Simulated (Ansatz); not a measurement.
A distorted cell of SiO2 (rutile):

```yaml
crystal:
  lattice:
    - [8.37039, 0.00000, 0.00000]
    - [0.00000, 4.18520, 0.00000]
    - [0.00000, 0.00000, 2.66883]
  atoms:
    - { symbol: Si, position: [0.25000, 0.50000, 0.52933] }
    - { symbol: Si, position: [0.75000, 0.50000, 0.47067] }
    - { symbol: Si, position: [0.00000, 0.00000, 0.99681] }
    - { symbol: Si, position: [0.50000, 0.00000, 0.00319] }
    - { symbol: O, position: [0.40305, 0.80610, 0.43255] }
    - { symbol: O, position: [0.90305, 0.80610, 0.56745] }
    - { symbol: O, position: [0.15305, 0.69390, 0.00068] }
    - { symbol: O, position: [0.65305, 0.69390, 0.99932] }
    - { symbol: O, position: [0.34695, 0.30610, 0.98614] }
    - { symbol: O, position: [0.84695, 0.30610, 0.01386] }
    - { symbol: O, position: [0.09695, 0.19390, 0.43399] }
    - { symbol: O, position: [0.59695, 0.19390, 0.56601] }
```

All values below come from r2SCAN (plane waves to 500 eV, PAW, scalar-relativistic; Ansatz, an electronic-structure program). k mesh 4×8×12 (Γ-centred), Fermi-Dirac smearing 0.05 eV. Stress and pressure are positive under compression. SiO2 was relaxed with its symmetry unable to fall.

Problem. Predict the force on every atom, in eV/Å.

Solution. 
```csv
atom,Fx,Fy,Fz
Si1,-0.171,0.165,-2.859
Si2,-0.171,0.165,2.859
Si3,0.178,0.172,0.334
Si4,0.178,0.172,-0.334
O5,-0.840,-0.820,3.763
O6,-0.840,-0.820,-3.763
O7,-0.066,0.064,-0.009
O8,-0.066,0.064,0.009
O9,0.174,-0.230,0.790
O10,0.174,-0.230,-0.790
O11,0.726,0.649,3.661
O12,0.726,0.649,-3.661
```

Problem. Give the stress tensor in GPa and the pressure.

Solution. 
```
   7.58     2.44     0.00
   2.44     6.67     0.00
   0.00     0.00     5.34
```
The pressure, a third of the trace, is 6.53 GPa.

(A displaced cell: forces are minus the slopes of the energy, force constants its curvatures, and phonons follow from these.)
